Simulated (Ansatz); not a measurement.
# Band table of TePd (zincblende type)

```xyz
2
Lattice="0.0000 2.6172 2.6172 2.6172 0.0000 2.6172 2.6172 2.6172 0.0000" Properties=species:S:1:pos:R:3 pbc="T T T"
Pd    0.0000    0.0000    0.0000
Te    1.3086    1.3086    1.3086
```

The cell comes from a relaxation on PAW files under the same functional, begun from a prototype that needn't be the stable phase.

Computed with Ansatz 0.2.0; functional LDA, scalar-relativistic. Settings: a Γ-centred 12×12×12 k mesh, Fermi–Dirac smearing of 0.1 eV, no spin polarisation. Methods: LAPW: all electrons, basis error target 1 meV/atom.

This run: volume at 0.7 of the series' base cell.

Spin–orbit coupling is left out, which matters for the heavy atoms. The structure type is held throughout; the real material can change phase at far lower pressure.

Path points, in fractions of the reciprocal vectors: Γ (0.000, 0.000, 0.000), X (-0.500, -0.500, 0.000), U (-0.375, -0.375, 0.250), K (-0.375, 0.000, 0.375), L (0.000, 0.000, 0.500), W (-0.500, -0.250, 0.250). The distance column jumps between branches of the path. Levels in eV from the Fermi level; bands 27 to 39, counted from the lowest band of the run. The gap is zero, the pressure 76.8 GPa.

```
# k(1/Å) point b27 b28 b29 b30 b31 b32 b33 b34 b35 b36 b37 b38 b39
0.000 Γ -15.15 -7.17 -7.17 -7.17 -4.82 -4.82 4.11 4.11 4.11 4.30 6.82 6.82 6.82
0.150 - -15.08 -7.22 -7.14 -7.14 -4.86 -4.81 3.48 3.64 3.64 4.99 6.48 7.22 7.22
0.300 - -14.89 -7.37 -7.03 -7.03 -4.96 -4.79 2.65 2.65 2.78 5.42 6.08 8.04 8.04
0.450 - -14.58 -7.58 -6.86 -6.86 -5.10 -4.75 1.55 1.55 1.93 4.91 6.25 9.00 9.00
0.600 - -14.19 -7.80 -6.62 -6.62 -5.22 -4.71 0.46 0.46 0.81 4.53 6.03 10.06 10.06
0.750 - -13.77 -8.00 -6.33 -6.33 -5.27 -4.66 -0.53 -0.53 -0.47 4.42 5.68 11.26 11.26
0.900 - -13.38 -8.16 -6.00 -6.00 -5.19 -4.62 -1.71 -1.38 -1.38 4.48 5.38 12.57 12.57
1.050 - -13.10 -8.26 -5.72 -5.72 -4.97 -4.59 -2.72 -1.98 -1.98 4.61 5.13 13.40 13.94
1.200 X -13.00 -8.29 -5.60 -5.60 -4.80 -4.58 -3.18 -2.21 -2.21 4.71 5.00 13.36 14.82
1.253 - -13.00 -8.28 -5.61 -5.61 -4.79 -4.59 -3.22 -2.21 -2.19 4.74 5.04 13.23 14.71
1.306 - -13.00 -8.25 -5.64 -5.61 -4.75 -4.60 -3.34 -2.21 -2.12 4.78 5.18 12.94 14.39
1.360 - -13.00 -8.20 -5.68 -5.62 -4.71 -4.62 -3.50 -2.23 -2.00 4.82 5.44 12.59 13.96
1.413 - -13.01 -8.14 -5.73 -5.63 -4.68 -4.65 -3.67 -2.25 -1.85 4.85 5.81 12.22 13.47
1.466 - -13.01 -8.06 -5.80 -5.62 -4.73 -4.68 -3.79 -2.29 -1.67 4.87 6.26 11.86 12.99
1.519 - -13.02 -7.97 -5.87 -5.60 -4.88 -4.72 -3.81 -2.34 -1.46 4.89 6.77 11.50 12.51
1.572 - -13.04 -7.87 -5.94 -5.56 -5.11 -4.75 -3.73 -2.40 -1.23 4.92 7.32 11.16 12.05
1.625 U -13.06 -7.76 -6.02 -5.54 -5.35 -4.79 -3.59 -2.46 -0.97 4.96 7.90 10.83 11.63
2.360 K -13.06 -7.76 -6.02 -5.54 -5.35 -4.79 -3.59 -2.46 -0.97 4.96 7.90 10.83 11.63
2.519 - -13.18 -7.45 -6.25 -6.25 -5.15 -4.90 -3.05 -2.59 -0.12 5.10 9.25 9.98 10.89
2.678 - -13.40 -7.21 -6.87 -6.46 -4.99 -4.76 -2.66 -2.18 0.82 5.33 8.79 9.30 10.47
2.837 - -13.73 -7.35 -6.95 -6.63 -5.05 -4.63 -2.00 -1.35 1.77 5.68 7.91 8.74 9.56
2.996 - -14.13 -7.49 -6.90 -6.80 -5.05 -4.71 -0.82 -0.36 2.65 6.11 7.09 8.20 8.72
3.156 - -14.53 -7.46 -6.94 -6.94 -5.00 -4.79 0.57 0.81 3.37 6.10 6.79 7.62 8.06
3.315 - -14.86 -7.34 -7.06 -7.04 -4.92 -4.82 1.89 2.24 3.84 5.46 6.93 7.16 7.70
3.474 - -15.07 -7.22 -7.14 -7.13 -4.85 -4.83 3.15 3.54 4.06 4.87 6.85 6.90 7.23
3.633 Γ -15.15 -7.17 -7.17 -7.17 -4.82 -4.82 4.11 4.11 4.11 4.30 6.82 6.82 6.82
3.763 - -15.10 -7.20 -7.15 -7.15 -4.83 -4.83 3.28 3.96 3.96 4.72 6.91 6.96 6.96
3.893 - -14.95 -7.28 -7.09 -7.09 -4.86 -4.86 2.02 3.59 3.59 5.00 7.10 7.29 7.29
4.023 - -14.72 -7.39 -7.01 -7.01 -4.88 -4.88 0.62 3.10 3.10 5.11 7.43 7.64 7.64
4.153 - -14.44 -7.48 -6.92 -6.92 -4.88 -4.88 -0.75 2.59 2.59 5.04 7.87 7.87 7.97
4.283 - -14.13 -7.52 -6.85 -6.85 -4.85 -4.85 -2.00 2.09 2.09 4.88 7.95 7.95 8.54
4.413 - -13.84 -7.49 -6.80 -6.80 -4.79 -4.79 -3.06 1.67 1.67 4.71 7.96 7.96 8.96
4.543 - -13.64 -7.42 -6.78 -6.78 -4.73 -4.73 -3.79 1.39 1.39 4.59 7.94 7.94 9.18
4.673 L -13.57 -7.37 -6.77 -6.77 -4.70 -4.70 -4.06 1.29 1.29 4.55 7.93 7.93 9.24
4.779 - -13.55 -7.35 -6.79 -6.75 -4.71 -4.69 -4.07 1.06 1.20 4.67 7.80 8.04 9.63
4.885 - -13.49 -7.31 -6.82 -6.67 -4.74 -4.66 -4.07 0.48 0.94 4.94 7.67 8.41 10.48
4.991 - -13.41 -7.27 -6.85 -6.51 -4.82 -4.63 -4.03 -0.24 0.52 5.24 7.65 9.00 11.50
5.097 - -13.30 -7.29 -6.83 -6.26 -4.96 -4.60 -3.92 -1.01 0.01 5.61 7.69 9.58 11.27
5.203 - -13.19 -7.36 -6.75 -5.94 -5.13 -4.57 -3.77 -1.77 -0.51 6.06 7.77 9.81 10.58
5.309 - -13.10 -7.43 -6.63 -5.68 -5.21 -4.51 -3.60 -2.49 -0.98 6.55 7.89 9.65 9.91
5.415 - -13.03 -7.48 -6.50 -5.73 -5.01 -4.35 -3.57 -3.04 -1.32 6.98 8.08 9.14 9.58
5.521 W -13.01 -7.50 -6.43 -5.80 -4.89 -3.96 -3.96 -3.16 -1.44 7.17 8.30 8.73 9.50
5.596 - -13.01 -7.55 -6.37 -5.80 -4.88 -4.02 -3.95 -3.10 -1.46 6.94 7.90 9.01 9.94
5.671 - -13.01 -7.69 -6.21 -5.78 -4.85 -4.15 -3.92 -2.96 -1.50 6.48 7.26 9.61 10.73
5.746 - -13.01 -7.85 -6.03 -5.76 -4.81 -4.30 -3.86 -2.78 -1.58 6.00 6.63 10.32 11.60
5.821 - -13.01 -7.99 -5.86 -5.72 -4.74 -4.45 -3.76 -2.60 -1.69 5.57 6.07 11.08 12.48
5.896 - -13.00 -8.12 -5.74 -5.68 -4.68 -4.59 -3.61 -2.45 -1.83 5.21 5.62 11.83 13.36
5.972 - -13.00 -8.21 -5.66 -5.64 -4.70 -4.62 -3.43 -2.32 -1.99 4.94 5.28 12.54 14.16
6.047 - -13.00 -8.27 -5.62 -5.61 -4.77 -4.59 -3.26 -2.24 -2.14 4.77 5.07 13.11 14.71
6.122 X -13.00 -8.29 -5.60 -5.60 -4.80 -4.58 -3.18 -2.21 -2.21 4.71 5.00 13.36 14.82
```
